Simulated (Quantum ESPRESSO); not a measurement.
Ti2NbO5F3, finding a planted mistake in a log

A calculation, not a measurement. The program is pw.x of Quantum ESPRESSO 7.5 (plane-wave density functional theory). The cell is made up: 11 atoms on a fluorite lattice with one site empty, with randomly drawn elements, strain and displacements, not relaxed. PseudoDojo standard norm-conserving files (v0.5 for PBE, v0.4.1 for LDA and PBEsol) set the functional; there is no spin polarisation, spin-orbit coupling or dispersion term, and the masses in the input are unused placeholders.

Intended input:

```
&control calculation='scf', pseudo_dir='./dojo.nc.sr.pbe.v0_5.standard.upf', outdir='./o', disk_io='low', tprnfor=.true., tstress=.true. /
&system ibrav=0, nat=11, ntyp=4, nbnd=50, ecutwfc=84.00895049, nosym=.true., tot_charge=0,
 occupations='smearing', smearing='fd', degauss=0.0018374661
/
&electrons conv_thr=7.350e-09, electron_maxstep=60, /
ATOMIC_SPECIES
F 1.0 F.upf
Nb 1.0 Nb.upf
O 1.0 O.upf
Ti 1.0 Ti.upf
CELL_PARAMETERS angstrom
4.7961 -0.0104 0.0601
-0.0104 4.8446 0.0048
0.0601 0.0048 4.929
ATOMIC_POSITIONS angstrom
Ti 0.0681 -0.0006 -0.0125
Nb 0.0284 2.3261 2.4191
Ti 2.3822 2.4597 0.0585
O 1.1756 1.1885 1.3041
O 1.3022 1.1246 3.7854
F 1.1416 3.6532 1.3566
O 1.2038 3.6157 3.667
F 3.5601 1.1734 1.2789
O 3.6715 1.2274 3.6579
O 3.5912 3.6093 1.2569
F 3.4783 3.638 3.802
K_POINTS automatic
5 5 5 1 1 1
```

The log is shortened where brackets say so; the opening notice, blank lines, dates and the lines on written files are dropped, and the path of the files is cut. It prints rydbergs, bohrs and kilobars, and counts compression as positive stress. Where no state is partly filled, the Fermi energy that it prints is only some level between the filled and the empty states on the mesh, and need not lie in the true gap.

Log of the intended run:

```
     Program PWSCF v.7.5
     Parallel version (MPI & OpenMP), running on       4 processor cores
     Number of MPI processes:                 4
     Threads/MPI process:                     1
     [start-up lines left out]
     bravais-lattice index     =            0
     lattice parameter (alat)  =       9.0640  a.u.
     unit-cell volume          =     772.7389 (a.u.)^3
     number of atoms/cell      =           11
     number of atomic types    =            4
     number of electrons       =        88.00
     number of Kohn-Sham states=           50
     kinetic-energy cutoff     =      84.0090  Ry
     charge density cutoff     =     336.0358  Ry
     scf convergence threshold =      7.3E-09
     mixing beta               =       0.7000
     number of iterations used =            8  plain     mixing
     Exchange-correlation= PBE
                           (   1   4   3   4   0   0   0)
     [axes and pseudopotential details left out]
   Cartesian axes
     site n.     atom                  positions (alat units)
         1        Ti     tau(   1) = (   0.0141979  -0.0001251  -0.0026061  )
         2        Nb     tau(   2) = (   0.0059210   0.4849590   0.5043482  )
         3        Ti     tau(   3) = (   0.4966551   0.5128127   0.0121964  )
         4        O      tau(   4) = (   0.2450960   0.2477855   0.2718864  )
         5        O      tau(   5) = (   0.2714903   0.2344632   0.7892025  )
         6        F      tau(   6) = (   0.2380075   0.7616406   0.2828319  )
         7        O      tau(   7) = (   0.2509753   0.7538224   0.7645177  )
         8        F      tau(   8) = (   0.7422306   0.2446373   0.2666326  )
         9        O      tau(   9) = (   0.7654559   0.2558956   0.7626205  )
        10        O      tau(  10) = (   0.7487145   0.7524881   0.2620459  )
        11        F      tau(  11) = (   0.7251764   0.7584716   0.7926633  )
     number of k points=    63  Fermi-Dirac smearing, width (Ry)=  0.0018
                       cart. coord. in units 2pi/alat
        k(    1) = (   0.0990200   0.0991243   0.0960077), wk =   0.0320000
        k(    2) = (   0.0965803   0.0989262   0.2906608), wk =   0.0320000
     [further k points left out]
     Dense  grid:    80393 G-vectors     FFT dimensions: (  54,  54,  60)
     Estimated max dynamical RAM per process >     244.48 MB
     Estimated total dynamical RAM >     919.03 MB
     Initial potential from superposition of free atoms
     starting charge      87.9945, renormalised to      88.0000
     Starting wfcs are   62 randomized atomic wfcs
     total cpu time spent up to now is        8.5 secs
     per-process dynamical memory:   201.1 Mb
     Self-consistent Calculation
     iteration #  1     ecut=    84.01 Ry     beta= 0.70
     Davidson diagonalization with overlap
     ethr =  1.00E-02,  avg # of iterations =  2.0
     total cpu time spent up to now is       19.4 secs
     total energy              =    -672.78872998 Ry
     estimated scf accuracy    <       5.76135390 Ry
     iteration #  2     ecut=    84.01 Ry     beta= 0.70
     Davidson diagonalization with overlap
     ethr =  6.55E-03,  avg # of iterations =  8.0
     total cpu time spent up to now is       41.6 secs
     total energy              =    -664.75128169 Ry
     estimated scf accuracy    <      95.26814973 Ry
     [iterations 3 to 18 left out]
     iteration # 19     ecut=    84.01 Ry     beta= 0.70
     Davidson diagonalization with overlap
     ethr =  1.82E-09,  avg # of iterations =  1.7
     total cpu time spent up to now is      292.6 secs
     total energy              =    -676.02530824 Ry
     estimated scf accuracy    <       0.00000031 Ry
     iteration # 20     ecut=    84.01 Ry     beta= 0.70
     Davidson diagonalization with overlap
     ethr =  3.54E-10,  avg # of iterations =  4.2
     total cpu time spent up to now is      308.4 secs
     End of self-consistent calculation
     [lines on levels left out]
     the Fermi energy is    10.2705 ev
!    total energy              =    -676.02530832 Ry
     estimated scf accuracy    <          4.7E-09 Ry
     smearing contrib. (-TS)   =      -0.00000000 Ry
     internal energy E=F+TS    =    -676.02530832 Ry
     The total energy is F=E-TS. E is the sum of the following terms:
     one-electron contribution =    -207.70215075 Ry
     hartree contribution      =     152.56534984 Ry
     xc contribution           =    -135.63438177 Ry
     ewald contribution        =    -485.25412564 Ry
     convergence has been achieved in  20 iterations
     Forces acting on atoms (cartesian axes, Ry/au):
     atom    1 type  4   force =     0.04817011    0.04730309   -0.09160051
     atom    2 type  2   force =     0.00994045   -0.05254623    0.11041445
     atom    3 type  4   force =    -0.03092497   -0.03083926   -0.06726458
     atom    4 type  3   force =    -0.05395608    0.05852731   -0.01957126
     atom    5 type  3   force =    -0.03471520    0.03951348    0.05768415
     atom    6 type  1   force =     0.04598173    0.02295203   -0.06638493
     atom    7 type  3   force =    -0.08413301   -0.06445827    0.08834824
     atom    8 type  1   force =    -0.01145238   -0.00738085   -0.04169399
     atom    9 type  3   force =     0.04276018    0.05031845    0.05660616
     atom   10 type  3   force =     0.03008345   -0.07927922   -0.02041299
     atom   11 type  1   force =     0.03824571    0.01588947   -0.00612474
     Total force =     0.303612     Total SCF correction =     0.000208
     Computing stress (Cartesian axis) and pressure
          total   stress  (Ry/bohr**3)                   (kbar)     P=      -20.96
   0.00015764  -0.00000567  -0.00024163           23.19       -0.83      -35.55
  -0.00000567  -0.00009703   0.00001352           -0.83      -14.27        1.99
  -0.00024163   0.00001352  -0.00048812          -35.55        1.99      -71.81
     init_run     :      8.02s CPU      8.36s WALL (       1 calls)
     electrons    :    298.74s CPU    299.94s WALL (       1 calls)
     forces       :      2.08s CPU      2.11s WALL (       1 calls)
     stress       :      8.23s CPU      8.23s WALL (       1 calls)
     [timing details left out]
     PWSCF        :   5m17.31s CPU   5m18.98s WALL
     JOB DONE.
```

A second run was made from an input with one planted mistake. Its log:

```
     Program PWSCF v.7.5
     Parallel version (MPI & OpenMP), running on       1 processor cores
     Number of MPI processes:                 1
     Threads/MPI process:                     1
     [start-up lines left out]
     bravais-lattice index     =            0
     lattice parameter (alat)  =       9.0640  a.u.
     unit-cell volume          =     772.7389 (a.u.)^3
     number of atoms/cell      =           11
     number of atomic types    =            4
     number of electrons       =        88.00
     number of Kohn-Sham states=           50
     kinetic-energy cutoff     =      84.0090  Ry
     charge density cutoff     =     336.0358  Ry
     scf convergence threshold =      7.3E-09
     mixing beta               =       0.7000
     number of iterations used =            8  plain     mixing
     Exchange-correlation= SLA  PW   NOGX NOGC
                           (   1   4   0   0   0   0   0)
     [axes and pseudopotential details left out]
   Cartesian axes
     site n.     atom                  positions (alat units)
         1        Ti     tau(   1) = (   0.0141979  -0.0001251  -0.0026061  )
         2        Nb     tau(   2) = (   0.0059210   0.4849590   0.5043482  )
         3        Ti     tau(   3) = (   0.4966551   0.5128127   0.0121964  )
         4        O      tau(   4) = (   0.2450960   0.2477855   0.2718864  )
         5        O      tau(   5) = (   0.2714903   0.2344632   0.7892025  )
         6        F      tau(   6) = (   0.2380075   0.7616406   0.2828319  )
         7        O      tau(   7) = (   0.2509753   0.7538224   0.7645177  )
         8        F      tau(   8) = (   0.7422306   0.2446373   0.2666326  )
         9        O      tau(   9) = (   0.7654559   0.2558956   0.7626205  )
        10        O      tau(  10) = (   0.7487145   0.7524881   0.2620459  )
        11        F      tau(  11) = (   0.7251764   0.7584716   0.7926633  )
     number of k points=    63  Fermi-Dirac smearing, width (Ry)=  0.0018
                       cart. coord. in units 2pi/alat
        k(    1) = (   0.0990200   0.0991243   0.0960077), wk =   0.0320000
        k(    2) = (   0.0965803   0.0989262   0.2906608), wk =   0.0320000
     [further k points left out]
     Dense  grid:    80393 G-vectors     FFT dimensions: (  54,  54,  60)
     Estimated max dynamical RAM per process >     121.82 MB
     Initial potential from superposition of free atoms
     starting charge      87.9954, renormalised to      88.0000
     Starting wfcs are   62 randomized atomic wfcs
     total cpu time spent up to now is       26.5 secs
     per-process dynamical memory:    77.4 Mb
     Self-consistent Calculation
     iteration #  1     ecut=    84.01 Ry     beta= 0.70
     Davidson diagonalization with overlap
     ethr =  1.00E-02,  avg # of iterations =  2.0
     total cpu time spent up to now is       66.2 secs
     total energy              =    -672.28298886 Ry
     estimated scf accuracy    <       5.50316715 Ry
     iteration #  2     ecut=    84.01 Ry     beta= 0.70
     Davidson diagonalization with overlap
     ethr =  6.25E-03,  avg # of iterations =  8.0
     total cpu time spent up to now is      138.2 secs
     total energy              =    -664.53255404 Ry
     estimated scf accuracy    <      92.41078430 Ry
     [iterations 3 to 22 left out]
     iteration # 23     ecut=    84.01 Ry     beta= 0.70
     Davidson diagonalization with overlap
     ethr =  1.07E-10,  avg # of iterations =  2.8
     total cpu time spent up to now is      958.2 secs
     total energy              =    -675.41558746 Ry
     estimated scf accuracy    <       0.00000001 Ry
     iteration # 24     ecut=    84.01 Ry     beta= 0.70
     Davidson diagonalization with overlap
     ethr =  1.65E-11,  avg # of iterations =  5.4
     total cpu time spent up to now is     1024.5 secs
     End of self-consistent calculation
     [lines on levels left out]
     the Fermi energy is     9.8649 ev
!    total energy              =    -675.41558746 Ry
     estimated scf accuracy    <          2.5E-09 Ry
     smearing contrib. (-TS)   =      -0.00000000 Ry
     internal energy E=F+TS    =    -675.41558746 Ry
     The total energy is F=E-TS. E is the sum of the following terms:
     one-electron contribution =    -207.97963559 Ry
     hartree contribution      =     151.36070177 Ry
     xc contribution           =    -133.54252799 Ry
     ewald contribution        =    -485.25412564 Ry
     convergence has been achieved in  24 iterations
     Forces acting on atoms (cartesian axes, Ry/au):
     atom    1 type  4   force =     0.05098337    0.04739203   -0.08991055
     atom    2 type  2   force =     0.01056697   -0.05314460    0.10537489
     atom    3 type  4   force =    -0.02813204   -0.02818915   -0.06757370
     atom    4 type  3   force =    -0.06154607    0.06460474   -0.02297578
     atom    5 type  3   force =    -0.04168300    0.04237527    0.06380902
     atom    6 type  1   force =     0.03723584    0.01517666   -0.06850900
     atom    7 type  3   force =    -0.08760789   -0.06821447    0.09114676
     atom    8 type  1   force =    -0.00365115    0.00010872   -0.04373083
     atom    9 type  3   force =     0.04907051    0.05732724    0.05729661
     atom   10 type  3   force =     0.03524499   -0.08486187   -0.02669832
     atom   11 type  1   force =     0.03951847    0.00742542    0.00177090
     Total force =     0.312796     Total SCF correction =     0.000114
     Computing stress (Cartesian axis) and pressure
          total   stress  (Ry/bohr**3)                   (kbar)     P=     -151.57
  -0.00073724  -0.00003515  -0.00022950         -108.45       -5.17      -33.76
  -0.00003515  -0.00098594   0.00002425           -5.17     -145.04        3.57
  -0.00022950   0.00002425  -0.00136778          -33.76        3.57     -201.21
     init_run     :     21.84s CPU     26.35s WALL (       1 calls)
     electrons    :    899.16s CPU    998.03s WALL (       1 calls)
     forces       :      7.16s CPU      7.25s WALL (       1 calls)
     stress       :     33.03s CPU     33.17s WALL (       1 calls)
     [timing details left out]
     PWSCF        :  16m 1.55s CPU  17m47.83s WALL
     JOB DONE.
```

Question: what was wrong in the second input?

Answer: the files are those of another functional. The input lines that differ, file-writing options aside:

```
- &control calculation='scf', pseudo_dir='./dojo.nc.sr.pbe.v0_5.standard.upf', outdir='./o', disk_io='low', tprnfor=.true., tstress=.true. /
+ &control calculation='scf', pseudo_dir='./dojo.nc.sr.lda.v0_4_1.standard.upf', outdir='./o', disk_io='medium', tprnfor=.true., tstress=.true. /
```

```
                                            intended run  run with the mistake
                          free energy (eV)     -9197.793             -9189.497
                    smearing term -TS (eV)        0.0000                0.0000
                            pressure (GPa)         -2.10                -15.16
            largest force component (eV/Å)         2.839                 2.709
largest change of a force component (eV/Å)                               0.225
                                iterations            20                    24
```

For scale, a rerun of the intended cell at a cutoff of 1467 eV and k mesh 7 x 7 x 7 moved values by no more than 0.004 eV in energy, 0.05 GPa in stress and 0.003 eV/Å in force. Files of another functional have another zero of energy, so the energy change says nothing on stability.